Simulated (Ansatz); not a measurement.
**YbCu$_{4}$Ni: input and output**

input.yaml (Ansatz 0.2.0)

```yaml
crystal:
  lattice:
    - [0.0, 3.42148846, 3.42148846]
    - [3.42148846, 0.0, 3.42148846]
    - [3.42148846, 3.42148846, 0.0]
  atoms:
    - { symbol: Cu, position: [0.37413, 0.37413, 0.37413] }
    - { symbol: Cu, position: [0.87761, 0.37413, 0.37413] }
    - { symbol: Cu, position: [0.37413, 0.37413, 0.87761] }
    - { symbol: Cu, position: [0.37413, 0.87761, 0.37413] }
    - { symbol: Ni, position: [0.0, 0.0, 0.0] }
    - { symbol: Yb, position: [0.75, 0.75, 0.75] }
kpoints:
  mp_grid: { grid: [6, 6, 6], shift: [0, 0, 0] }
  band_path:
    path:
      - [0.0, 0.0, 0.0]
      - [-0.5, -0.5, 0.0]
      - [-0.375, -0.375, 0.25]
      - [-0.375, 0.0, 0.375]
      - [0.0, 0.0, 0.0]
      - [0.0, 0.0, 0.5]
      - [-0.5, -0.25, 0.25]
      - [-0.5, -0.5, 0.0]
    npoints: 8
magnetization:
  spin_polarized: false
scf:
  occupations: { method: fermi_dirac }
  lower_state_search: "off"
  max_iter: 200
hamiltonian:
  pseudopotentials: { kind: paw }
  xc: r2scan
basis:
  ecutwfc: 500
  fft_grid_basis: typed
output:
  forces: true
  stress: true
  eigenvalues: true
  bader: true
  populations: true
  elf: true
  write_potential: true
  volumetric_format: npy
  dos:
    e_range: [-12, 8]
    de: 0.05
    projected: { site_lists: { Cu: [Cu], Ni: [Ni], Yb: [Yb] } }
checkpoint:
  read: saved_state
```

The saved state is an earlier solution for the same cell, perhaps on another mesh. 

Output (shortened):

```
SCF iter   1: F=-46176.4906 eV  Δρ=1.20e-2  dr2=1.06e-1  dr2_τ=7.55e-4
SCF iter   2: F=-46174.7550 eV  Δρ=4.16e-2  dr2=1.26e0  dr2_τ=1.29e-3  recentre
SCF iter   3: F=-46176.5466 eV  Δρ=8.08e-3  dr2=5.12e-2  dr2_τ=1.75e-4  defer=65
SCF iter   4: F=-46176.5963 eV  Δρ=2.84e-3  dr2=5.79e-3  dr2_τ=3.68e-5  defer=65
SCF iter   5: F=-46176.5294 eV  Δρ=8.48e-3  dr2=5.78e-2  dr2_τ=4.78e-5  defer=65  recentre
SCF iter   6: F=-46176.5979 eV  Δρ=2.67e-3  dr2=6.00e-3  dr2_τ=7.63e-6  defer=65
SCF iter   7: F=-46176.5930 eV  Δρ=3.73e-3  dr2=1.06e-2  dr2_τ=9.58e-6  defer=65
SCF iter   8: F=-46176.5831 eV  Δρ=4.54e-3  dr2=1.64e-2  dr2_τ=2.69e-5  defer=65
SCF iter   9: F=-46176.6025 eV  Δρ=1.76e-3  dr2=2.55e-3  dr2_τ=4.36e-6  defer=65
SCF iter  10: F=-46176.6062 eV  Δρ=6.12e-5  dr2=2.59e-6  dr2_τ=1.77e-7  defer=65
SCF iter  11: F=-46176.6062 eV  Δρ=7.09e-5  dr2=2.51e-6  dr2_τ=3.21e-8  defer=65
SCF iter  12: F=-46176.6062 eV  Δρ=3.11e-5  dr2=4.21e-7  dr2_τ=4.22e-8  defer=65
SCF iter  13: F=-46176.6062 eV  Δρ=4.18e-5  dr2=1.03e-6  dr2_τ=1.28e-8  defer=65
SCF iter  14: F=-46176.6062 eV  Δρ=5.46e-5  dr2=1.95e-6  dr2_τ=7.75e-9  defer=65
SCF iter  15: F=-46176.6062 eV  Δρ=1.24e-5  dr2=1.07e-7  dr2_τ=1.07e-9  defer=65
SCF iter  16: F=-46176.6062 eV  Δρ=9.90e-6  dr2=7.17e-8  dr2_τ=1.77e-10
Free energy (F): -46176.6062 eV
Harris-Foulkes:  -46176.6062 eV  (|F-HF|=7.47e-8)
Internal energy: -46176.4333 eV  (E = F + TS)
E sigma→0 (E₀):  -46176.5197 eV
Entropy (-TS):   -0.1730 eV (-28.832 meV/atom)
Fermi energy:    17.1577 eV
--- Per-component energies (eV) ---
  E_band       = -1689.5371
  E_kinetic    = 1852.7131
  E_local      = -25276.6608  (includes V_loc(G=0)·N_el)
  E_nonlocal   = 2745.6716
  E_hartree    = 11085.0737
  E_xc         = -580.6735
  E_vxc        = -854.0543  (∫ρ·V_xc dr)
  E_paw        = -15708.7470  (= ΣΔE_a)
  E_vpaw       = -2387.0522  (= ΣTr[D̂ρ^β])
  E_aug_tail   = 0.0008  (compensation charges beyond the density's cutoff)
  E_vtau       = 59.7146  (kinetic-family band-sum trace: ∫τ·v_τ [+ j·A + Jᵃ·Aᵃ] dr)
  E_ewald      = -20293.1559
  E_core_change = -0.6553  (= ΣΔE_core)
  E_smearing   = -0.1730  (= −TS)
--- Forces (eV/Å), atoms counted from 1 ---
  atom   1  Cu    -0.0403    -0.0403    -0.0403
  atom   2  Cu    -0.0403     0.0403     0.0403
  atom   3  Cu     0.0403     0.0403    -0.0403
  atom   4  Cu     0.0403    -0.0403     0.0403
  atom   5  Ni     0.0000     0.0000     0.0000
  atom   6  Yb     0.0000     0.0000     0.0000
--- Stress (GPa, compression-positive) ---
        3.2893       0.0000       0.0000
        0.0000       3.2893       0.0000
        0.0000       0.0000       3.2893
  P = ⅓ Tr σ = 3.2893 GPa (32.893 kbar)
--- Löwdin populations: 6 sites ---
  site symbol       q [e]
     0     Cu     18.6098
     1     Cu     18.6098
     2     Cu     18.6098
     3     Cu     18.6098
     4     Ni     17.7599
     5     Yb     25.0772
  spilling = 0.0061 (of n_electrons = 118.0000)
```

Origin: a known structure type with other elements, at an estimated volume, so it need not be a known compound. Caveats: no spin polarisation, so a magnetic state may lie lower; f levels without a U or exact exchange are poorly placed.
